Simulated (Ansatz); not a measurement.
## Perovskite alloy of BaZrO3 and BaHfO3 (5 of 8 Zr sites exchanged), 40 atoms

Ansatz, PAW, plane waves. PBEsol relaxation of volume and atoms (shape held) at the single k point (¼, ¼, ¼) without its symmetry partners; single points on the relaxed atoms at the Γ point alone, onto which points of the small cell's zone fold. Arrangement: quasirandom. No spin–orbit coupling unless named.

Relaxed structure:

```
Ba Hf Zr O
1.0
     8.33141    0.00000    0.00000
     0.00000    8.33141    0.00000
     0.00000    0.00000    8.33141
Ba Hf Zr O
8 5 3 24
Direct
  0.99989 0.00024 0.00038
  0.99966 0.00032 0.49957
  0.99967 0.50006 0.00029
  0.99965 0.49981 0.49964
  0.49994 0.00020 0.00057
  0.49998 0.00019 0.49977
  0.50027 0.49986 0.00072
  0.50010 0.49990 0.49979
  0.25006 0.25009 0.25008
  0.25000 0.75003 0.25001
  0.75001 0.25004 0.25004
  0.75005 0.24999 0.75002
  0.74999 0.75013 0.24996
  0.25008 0.25004 0.75003
  0.25007 0.74996 0.75001
  0.75006 0.75013 0.74998
  0.24862 0.24955 0.00103
  0.25170 0.25029 0.49916
  0.25127 0.75018 0.00104
  0.24874 0.74964 0.49891
  0.75161 0.24930 0.00013
  0.74863 0.25012 0.49986
  0.74863 0.75028 0.00081
  0.75125 0.74947 0.49894
  0.99991 0.24895 0.25178
  0.99927 0.25101 0.74849
  0.99991 0.75080 0.24842
  0.00001 0.74863 0.75139
  0.50014 0.25099 0.24872
  0.50107 0.24864 0.75136
  0.49994 0.74896 0.25100
  0.50007 0.75113 0.74860
  0.25098 0.99998 0.25036
  0.24913 0.99997 0.74967
  0.24922 0.49993 0.24979
  0.25157 0.49988 0.75032
  0.74903 0.99997 0.25024
  0.75162 0.00081 0.74925
  0.75099 0.49986 0.24936
  0.74928 0.49904 0.75027
```

Task: What are the mean bond lengths by pair (pairs within 1.2 times the sum of covalent radii, less contacts 15 % beyond the pair's median; cation–cation pairs of compounds aside; long ionic contacts are cut short by that bound)?

Result: Ba–O 2.946 ± 0.009 Å (standard deviation, 96 bonds); Hf–O 2.080 ± 0.004 Å (standard deviation, 30 bonds); O–Zr 2.087 ± 0.004 Å (standard deviation, 18 bonds).

Task: What gap lies between the top filled and the lowest empty level in the single points?

Result: HSE06 4.79 eV (2.2 min on 7 threads of Neoverse-V2).
